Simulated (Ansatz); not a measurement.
## Quadrupolar parameters in Ca7TiN6

The cell is a computed structure from the Materials Project (it need not be an observed phase).

Space group Ibam (No. 72); a = 6.3311, b = 11.5166, c = 12.8152 Å.

```csv
site,Wyckoff,site symmetry,x,y,z
Ca1,8j,..m,0.7780,0.4549,0.5000
Ca5,16k,1,0.6274,0.2781,0.8742
Ca13,4b,222,0.5000,0.0000,0.2500
Ti,4a,222,0.0000,0.0000,0.2500
N17,16k,1,0.1891,0.8947,0.1762
N25,8j,..m,0.3890,0.8431,0.5000
```

One atom of each set is listed; the run and its k-mesh use a cell of 28 atoms with edges of 9.18, 9.18, 9.18 Å.

Computed with Ansatz: DFT, r2SCAN, plane waves and PAW, scalar-relativistic, 500 eV cutoff, Γ-centred 5×5×5 k-points, Fermi–Dirac smearing 0.02 eV.

C_Q = eQV_zz/h, which is 24.18 MHz for Q = 1 b and V_zz = 10²¹ V/m²; η = (V_xx − V_yy)/V_zz.

Ca-43: I = 7/2, Q = -40.80 mb; ⁴⁷Ti: I = 5/2, Q = 302.0 mb; ¹⁴N: I = 1, Q = 20.44 mb. Quadrupole moments are those of Pyykkö's year-2017 table.

```json
{"site": "Ca1", "atoms": "4", "first shell": "4 N at 2.43–2.47 Å", "V_zz (10²¹ V/m²)": "4.66", "η": "0.81", "C_Q (MHz)": "-4.60"}
{"site": "Ca5", "atoms": "8", "first shell": "5 N at 2.39–2.90 Å; also 4 Ca at 3.19–3.23 Å", "V_zz (10²¹ V/m²)": "-4.06", "η": "0.16", "C_Q (MHz)": "4.00"}
{"site": "Ca13", "atoms": "2", "first shell": "4 N at 2.50 Å", "V_zz (10²¹ V/m²)": "-6.83", "η": "0.37", "C_Q (MHz)": "6.74"}
{"site": "Ti", "atoms": "2", "first shell": "4 N at 1.95 Å", "V_zz (10²¹ V/m²)": "5.90", "η": "0.01", "C_Q (MHz)": "43.1"}
{"site": "N17", "atoms": "8", "first shell": "1 Ti at 1.95 Å, 4 Ca at 2.39–2.50 Å", "V_zz (10²¹ V/m²)": "3.10", "η": "0.83", "C_Q (MHz)": "1.53"}
{"site": "N25", "atoms": "4", "first shell": "6 Ca at 2.43–2.61 Å", "V_zz (10²¹ V/m²)": "-1.21", "η": "0.61", "C_Q (MHz)": "-0.596"}
```
